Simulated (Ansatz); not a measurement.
Ansatz 0.2.0, settings compared: Lu2Sb3Pd

Input:

```yaml
crystal:
  lattice:
    - [3.951436, 0.0, 0.0]
    - [0.0, 3.951436, 0.0]
    - [0.0, 0.0, 8.660089]
  atoms:
    - { symbol: Sb, position: [0.5, 0.5, 0.0] }
    - { symbol: Pd, position: [0.0, 0.0, 0.0] }
    - { symbol: Lu, position: [0.0, 0.5, 0.734] }
    - { symbol: Lu, position: [0.5, 0.0, 0.266] }
    - { symbol: Sb, position: [0.0, 0.5, 0.382] }
    - { symbol: Sb, position: [0.5, 0.0, 0.618] }
  symmetry: { tolerance: 0.0003 }
kpoints:
  mp_grid: { grid: [5, 5, 2], shift: [0, 0, 0] }
magnetization:
  spin_polarized: false
scf:
  occupations: { method: fermi_dirac }
hamiltonian:
  pseudopotentials: { kind: paw }
  xc: pbesol
basis:
  ecutwfc: 420
output:
  forces: true
  stress: true
  eigenvalues: true
```

Run with:

```bash
ansatz run input.yaml --threads 1 --pin off --max-ram 2560MiB --backend cpu --events-out ev --progress --plain --runs-dir out
```

Origin of the cell: a known structure type with other elements, at an estimated volume, so it need not be a known compound.

The smearing width isn't typed, so it takes its default of 0.1 eV.

Output of this run (shortened):

```
SCF iter   1: F=—  HF=-55357.646761 eV  Δρ=7.58e-3  dr2=1.54e-1  defer=7
SCF iter   2: F=—  HF=-55357.626035 eV  Δρ=3.31e-3  dr2=3.88e-2  defer=12
SCF iter   3: F=—  HF=-55357.623364 eV  Δρ=1.10e-3  dr2=3.63e-3  defer=12
SCF iter   4: F=—  HF=-55357.622711 eV  Δρ=8.51e-4  dr2=1.63e-3  defer=12
SCF iter   5: F=—  HF=-55357.622275 eV  Δρ=2.77e-4  dr2=3.67e-4  defer=16
SCF iter   6: F=—  HF=-55357.622219 eV  Δρ=1.12e-4  dr2=3.20e-5  defer=16
SCF iter   7: F=—  HF=-55357.622225 eV  Δρ=4.04e-5  dr2=1.98e-6  defer=16
SCF iter   8: F=—  HF=-55357.622225 eV  Δρ=1.36e-5  dr2=2.08e-7  defer=16
SCF iter   9: F=-55357.622225 eV  HF=-55357.622225 eV  Δρ=4.51e-6  dr2=3.35e-8
SCF 1 converged in 9 iterations: F = -55357.622225 eV  dr2 = 3.35e-8
SCF converged after 9 iterations
Free energy (F): -55357.622225 eV
Harris-Foulkes:  -55357.622225 eV  (|F-HF|=5.20e-8)
Internal energy: -55357.480616 eV  (E = F + TS)
E sigma→0 (E₀):  -55357.551420 eV
Entropy (-TS):   -0.141609 eV (-23.601 meV/atom)
Fermi energy:    14.687553 eV
--- Per-component energies (eV) ---
  E_band       = -435.270488
  E_kinetic    = 1991.494876
  E_local      = -19675.565931  (includes V_loc(G=0)·N_el)
  E_nonlocal   = 2477.732575
  E_hartree    = 8460.024310
  E_xc         = -1020.322747
  E_vxc        = -1025.779199  (∫ρ·V_xc dr)
  E_paw        = -31699.754290  (= ΣΔE_a)
  E_vpaw       = -1123.212926  (= ΣTr[D̂ρ^β])
  E_aug_tail   = 0.000261  (compensation charges beyond the density's cutoff)
  E_ewald      = -15894.772099
  E_core_change = 3.682430  (= ΣΔE_core)
  E_smearing   = -0.141609  (= −TS)
  Σ components = -55357.622225   (vs F -55357.622225, Δ=0.00e0)
--- Forces (eV/Å), atoms counted from 1 ---
  atom   1  Sb    -0.000000     0.000000     0.000000
  atom   2  Pd     0.000000     0.000000     0.000000
  atom   3  Lu     0.000000     0.000000     0.354923
  atom   4  Lu     0.000000     0.000000    -0.354923
  atom   5  Sb     0.000000     0.000000    -0.053614
  atom   6  Sb    -0.000000     0.000000     0.053614
  max |Σ_I F_I| component: 1.39e-17 eV/Å
--- Stress (GPa, compression-positive) ---
        3.448841       0.000000      -0.000000
        0.000000       3.448841       0.000000
       -0.000000       0.000000       4.751683
  P = ⅓ Tr σ = 3.8831 GPa (38.831 kbar)
```

The same input was run again with these changes:

1. `magnetization` { spin_polarized: false } → { spin_polarized: true } (starts: ferro); `hamiltonian.xc` pbesol → r2scan; typed moments: Sb1 3, Pd2 3, Lu3 3, Lu4 2, Sb5 1, Sb6 1
2. `scf.occupations.method` fermi_dirac → cold; `scf.occupations.width` default → 0.025
3. `scf.algorithm` default → density_mixing
4. `kpoints.mp_grid.grid` [5, 5, 2] → [4, 4, 2]; `basis.ecutrho_ratio` default → 9

| run | end | SCF iterations | P (GPa) | max force component (eV/Å) | moment (μB) | ΔE(σ→0) (meV/atom) |
| --- | --- | --- | --- | --- | --- | --- |
| base | converged | 9 | 3.88 | 0.355 | – | 0 |
| 1 | converged | 22 | 7.35 | 0.226 | 0.00 | – |
| 2 | converged | 10 | 3.77 | 0.291 | – | 1.90 |
| 3 | converged | 9 | 3.88 | 0.355 | – | 0.00 |
| 4 | converged | 9 | 3.82 | 0.420 | – | -16.80 |

Energies are compared only where functional, datasets, charge and starting cell are the same.

Not properties of the system: run 4 (too coarse or loose: `kpoints.mp_grid.grid` = [4, 4, 2]).

Caveats of the base run: no moments, though an odd count or open d shells may carry them; no spin-orbit coupling, though heavy elements are present; the k mesh is coarse if the cell is a metal.

Run 1: a starting moment was lost; the cutoff lies below the datasets' advice; typed moments were cut to what the open shells hold.

The base run ran for 13 s on 1 thread of Arm Neoverse V2 (shared host), peak memory 0.41 GiB, from the program's own first density.
